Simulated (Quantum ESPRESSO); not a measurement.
pw.x input (Quantum ESPRESSO 7.5; PBE, PseudoDojo stringent norm-conserving files, scalar-relativistic):

```
&CONTROL
  calculation = 'scf'
  pseudo_dir = './pseudo'
  outdir = './out'
  tprnfor = .true.
  tstress = .true.
/
&SYSTEM
  ibrav = 0
  nat = 2
  ntyp = 2
  ecutwfc = 114.0
  ecutrho = 456.0
  occupations = 'smearing'
  smearing = 'fd'
  degauss = 0.002
  nbnd = 26
/
&ELECTRONS
  conv_thr = 2e-10
/
ATOMIC_SPECIES
Ga 69.7230 Ga.upf
As 74.9216 As.upf
CELL_PARAMETERS angstrom
  0.000000000000   2.830228691000   2.830228691000
  2.830228691000   0.000000000000   2.830228691000
  2.830228691000   2.830228691000   0.000000000000
ATOMIC_POSITIONS crystal
Ga   0.000000000000   0.000000000000   0.000000000000
As   0.750000000000   0.750000000000   0.750000000000
K_POINTS automatic
8 8 8 0 0 0
```

End of the output:

```
     total energy              =   -1107.21861708 Ry
     estimated scf accuracy    <       0.00000003 Ry
     total energy              =   -1107.21861709 Ry
     estimated scf accuracy    <          1.5E-09 Ry
     total energy              =   -1107.21861709 Ry
     estimated scf accuracy    <          2.8E-10 Ry
[...]
     the Fermi energy is    10.0267 ev
!    total energy              =   -1107.21861709 Ry
     estimated scf accuracy    <          1.9E-12 Ry
     smearing contrib. (-TS)   =      -0.00000003 Ry
     internal energy E=F+TS    =   -1107.21861706 Ry
     The total energy is F=E-TS. E is the sum of the following terms:
     one-electron contribution =    -991.30208075 Ry
     hartree contribution      =     479.31452761 Ry
     xc contribution           =    -107.04504108 Ry
     ewald contribution        =    -488.18602284 Ry
     convergence has been achieved in   9 iterations
     Forces acting on atoms (cartesian axes, Ry/au):
     atom    1 type  1   force =     0.00000000    0.00000000    0.00000000
     atom    2 type  2   force =     0.00000000    0.00000000    0.00000000
     Total force =     0.000000     Total SCF correction =     0.000000
     Computing stress (Cartesian axis) and pressure
          total   stress  (Ry/bohr**3)                   (kbar)     P=       29.46
   0.00020028  -0.00000000  -0.00000000           29.46       -0.00       -0.00
   0.00000000   0.00020028  -0.00000000            0.00       29.46       -0.00
  -0.00000000   0.00000000   0.00020028           -0.00        0.00       29.46
```
In a gapped system the printed Fermi energy is only some level inside the gap.

Spin-orbit coupling is not included.

Geometry relaxed with PBEsol.
